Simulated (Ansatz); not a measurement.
# NaErBr4: start and end of a relaxation

A trial structure of NaErBr4 was built thus: random cell by space group and Wyckoff sites (F-43m, No. 216). Its size is a rough estimate.

start.cif

```cif
data_structure
_symmetry_space_group_name_H-M 'F-43m'
_symmetry_Int_Tables_number 216
_cell_length_a 8.8574
_cell_length_b 8.8574
_cell_length_c 8.8574
_cell_angle_alpha 90.000
_cell_angle_beta 90.000
_cell_angle_gamma 90.000
_cell_volume 694.89
loop_
_atom_site_label
_atom_site_type_symbol
_atom_site_symmetry_multiplicity
_atom_site_Wyckoff_symbol
_atom_site_fract_x
_atom_site_fract_y
_atom_site_fract_z
_atom_site_occupancy
Na1 Na 4 a 0.00000 0.00000 0.00000 1
Er1 Er 4 c 0.25000 0.25000 0.25000 1
Br1 Br 16 e 0.40076 0.09924 0.90076 1
```

Method: DFT PBE, scalar-relativistic, plane waves, PAW, and for the lanthanide a 4f-in-core norm-conserving potential (Ansatz 0.2.0). Cutoff 770 eV, Gaussian smearing, Γ-centred meshes. Cell and atoms relax first on a coarse mesh and then on a finer one. In between, the cell is made exact in the group found at 0.06 Å. In metals the finer mesh still leaves noise of several meV/atom or more. The steps can't lower the symmetry of their start. No spin polarisation.

end.cif

```cif
data_structure
_symmetry_space_group_name_H-M 'F-43m'
_symmetry_Int_Tables_number 216
_cell_length_a 9.0577
_cell_length_b 9.0577
_cell_length_c 9.0577
_cell_angle_alpha 90.000
_cell_angle_beta 90.000
_cell_angle_gamma 90.000
_cell_volume 743.12
loop_
_atom_site_label
_atom_site_type_symbol
_atom_site_symmetry_multiplicity
_atom_site_Wyckoff_symbol
_atom_site_fract_x
_atom_site_fract_y
_atom_site_fract_z
_atom_site_occupancy
Na1 Na 4 a 0.00000 0.00000 0.00000 1
Er1 Er 4 c 0.25000 0.25000 0.25000 1
Br1 Br 16 e 0.87529 0.37529 0.12471 1
```

The symmetry stays F-43m (No. 216). The volume per atom grows by 6.9 %, from 29.0 to 31.0 Å³. The shortest distance goes from 2.49 Å (Br–Br) to 3.20 Å (Br–Br). The energy falls by about 0.93 eV/atom (the start's value is from the coarse mesh). The end is written in a standard setting, so origin, axes and order of atoms can differ from the start's.

- Volume per atom: 30.96 Å³
- Density: 4.56 g/cm³
- Energy over the elements: −0.13 eV/atom
- Gap on the 8×8×8 mesh of the 6-atom cell: 0 eV (a metal)

The zero of energy is the elements' standard structures at the same level; no fitted shifts are applied. The references include crystalline Br.

The last run used Gaussian smearing of 0.10 eV. The reference form of Br is held partly by dispersion forces, which this level lacks. A structure relaxed within its symmetry needn't be a true minimum. In all, the 3 runs took 6 min on 1 thread of Intel(R) Xeon(R) Processor @ 2.50GHz (Skylake/Cascade Lake), on a shared host. Another cell of NaErBr4 relaxed alike, in P4/mmm, lies 1.50 eV/atom lower, so this cell isn't the stable form at this level.

The lanthanide is trivalent by construction, without f bands, f moments or other valences. The reference runs of the other elements, and any phases without the lanthanide, used 420 eV, which shifts energies against them by under 10 meV/atom. The lanthanide's reference is the lowest of its hcp, dhcp and fcc cells.
